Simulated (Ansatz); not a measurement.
Level of theory: DFT, PBEsol, scalar-relativistic, no spin polarisation; plane waves to 420 eV with PAW datasets (Ansatz 0.2.0), Γ-centred 8×8×8 mesh, 0.05 eV Gaussian smearing. The datasets are Ansatz's generated set soft_2.

A crystal of composition XSi3, relaxed at this level of theory, gives this pattern between 10° and 80°.

Cu Kα1 powder pattern (kinematic, no thermal factors).
2θ (°) (relative intensity): 22.49 (41), 32.01 (34), 39.47 (100), 45.90 (48), 51.70 (18), 57.06 (13), 66.94 (31), 71.59 (8), 76.13 (6)

Question: Which lattice and cell does the pattern come from?

Answer: Cubic, space group Pm-3m (No. 221), a = 3.951 Å, b = 3.951 Å, c = 3.951 Å, α = 90.00°, β = 90.00°, γ = 90.00°. The line positions fix the lattice at most, not the space group, and lines under 1 % of the strongest aren't listed; this is the group of the computed cell.

A compound XSi3 has these computed properties.

- Band gap: zero (metallic)
- Density of states at the Fermi level: 0.49 states/(eV·atom)
- Formation energy from the elements (0 K, uncorrected): -0.25 eV/atom
- Bulk modulus (Birch–Murnaghan): 125 GPa
- Pressure derivative B0′: 3.9

Sites: X on 1a, Si on 3c.

Question: Which element is X?
A. Mo
B. Sr
C. Y
D. Zr

Answer: D. X is Zr, so the compound is ZrSi3.

This is a trial structure made by placing the elements on a prototype's sites, so it needn't be the stable form.
